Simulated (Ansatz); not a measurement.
Surface calculation: hcp Lu (10-10), 6 layers

The slab is cut from the hcp crystal, the stable phase, as relaxed on PAW files (29.15 Å³/atom), with 16 Å of vacuum and a dipole correction:

```
Lu
1.0
     3.50647    0.00000    0.00000
     0.00000    5.47543    0.00000
     0.00000    0.00000   23.08560
Lu
6
Direct
  0.75000 0.75000 0.34654
  0.25000 0.25000 0.39038
  0.25000 0.75000 0.47808
  0.75000 0.25000 0.52192
  0.75000 0.75000 0.60962
  0.25000 0.25000 0.65346
```

All numbers are PBE results (scalar-relativistic) from Ansatz 0.2.0, with a Γ-centred 12×8×1 k mesh, Fermi–Dirac smearing of 0.08 eV, no spin polarisation. Methods: LAPW: all electrons, basis error target 1 meV/atom; PAW: frozen-core files, cutoff 420 eV.

The bulk energy comes from a cell in the slab's orientation on a 12×8×7 mesh. The surface energy is (E(slab) − N·E(bulk))/2A at zero smearing, the mean of both faces; thin slabs carry quantum-size effects.

Spin–orbit coupling is left out, which matters for the heavy atoms.

Task: As cut, the LAPW slab lies 2.682 eV above 6 atoms of bulk. What surface energy is that?

Result: Over two faces of 19.20 Å² it is 69.8 meV/Å², and times 16.02 J/m² per eV/Å² that gives γ = 1.119 J/m².

```
method  γ as cut (J/m²)  γ relaxed (J/m²)  Φ as cut (eV)  Φ relaxed (eV)
  LAPW            1.119                 ?           3.45            3.42
```

Task: Fill in "γ relaxed (J/m²)" for the row "LAPW".

Result: 1.085.

Task: How do the spacings between the planes relax?

Result: From the bottom face up: d12 +3.7 % of 1.012 Å, d23 -8.2 % of 2.024 Å, d34 +8.1 % of 1.012 Å, d45 -8.2 % of 2.024 Å, d56 +3.7 % of 1.012 Å.

Task: What changes if the images along the normal are cut off in place of the dipole correction?

Result: LAPW then gives: no gap, work function 3.42 eV; PAW: no gap, work function 3.42 eV.

Task: A 3d core hole is made on one atom of each kind in every 1×1 cell (PAW hole dataset, neutral cell, valence without spin). What does it cost by layer?

Result: layer 1 1600.08 eV, layer 2 1599.65 eV, layer 3 1599.35 eV. Shifts between layers mean more than the absolute values, and a whole layer of holes screens otherwise than one hole.
